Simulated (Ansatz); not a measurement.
# Elastic constants of W (Im-3m) under pressure

```xyz
1
Lattice="-1.5844 1.5844 1.5844 1.5844 -1.5844 1.5844 1.5844 1.5844 -1.5844" Properties=species:S:1:pos:R:3 pbc="T T T"
W     0.0000    0.0000    0.0000
```

This is the zero-pressure cell. At each pressure cell and atoms are relaxed in this structure, and the constants are slopes of the stress at strains of ±0.005 with relaxed ions (the coefficients that govern stability under load). Level: r²SCAN, PAW on Ansatz 0.2.0's default frozen-core files (fitted under PBE), scalar-relativistic; k mesh 24×24×24, strains of ±0.005, Fermi-Dirac smearing of 0.100 eV, cutoff 500 eV. P is the pressure of the relaxed cell, less that of this one.

```
P (GPa)    V/V₀  C11 (GPa)  C12 (GPa)  C44 (GPa)
   0.00  1.0000      558.6      200.4      155.3
   1.00  0.9969      564.4      203.6      156.8
   2.02       ?          ?          ?          ?
   4.02  0.9878      581.6      213.2      161.3
   7.00  0.9792      598.4      222.6      165.7
  10.01  0.9709      615.0      232.0      170.0
  15.00  0.9579      642.3      247.4      177.1
```

Problem. Does the bulk modulus from the constants agree with the pressure-volume curve?

Solution. A third-order Birch-Murnaghan fit to the volumes shown (F against f, f = [(V₀/V)^(2/3) − 1]/2) gives B₀ = 319.8 GPa and B′ = 4.0. Its −V dP/dV stands beside (C11 + 2C12)/3:

| P (GPa) | from P(V) | from the constants |
| --- | --- | --- |
| 0.00 | 319.8 | 319.8 |
| 1.00 | 323.8 | 323.9 |
| 4.02 | 335.9 | 336.0 |
| 7.00 | 347.8 | 347.9 |
| 10.01 | 359.7 | 359.7 |
| 15.00 | 379.2 | 379.0 |

Problem. What are the pressure derivatives at zero pressure?

Solution. Slopes at V₀ of quadratic fits in −ln(V/V₀) through the first four rows shown, divided by B₀: dC11/dP = 5.8, dC12/dP = 3.2, dC44/dP = 1.5. The mean slopes up to 4.0 GPa are 5.7, 3.2, 1.5; curvature and scatter of the constants part the two. The combination (dC11/dP + 2 dC12/dP)/3 = 4.1 stands against B′.

Problem. Fill the row at 2.02 GPa.

Solution. Cubic fits in −ln(V/V₀) through all rows shown give C11 = 570.2, C12 = 206.8, C44 = 158.3 GPa. Computed: V/V₀ = 0.9938, C11 (GPa) = 570.2, C12 (GPa) = 206.8, C44 (GPa) = 158.3.

Problem. Does a shear stiffness soften?

Solution. C44 goes from 155.3 to 177.1 GPa; (C11 − C12)/2 goes from 179.1 to 197.5 GPa. Neither ends more than 3 % under its start, and the lattice stays mechanically stable over this range.

Keep in mind: no other phase was computed; many crystals of this kind change structure within this range, and rows or crossings beyond such a change describe a metastable lattice; frozen-core PAW files fitted under PBE, their cores solved anew for the functional of the run; responses of metals move with mesh and smearing; no spin-orbit coupling on heavy atoms; phonons weren't checked at these pressures.
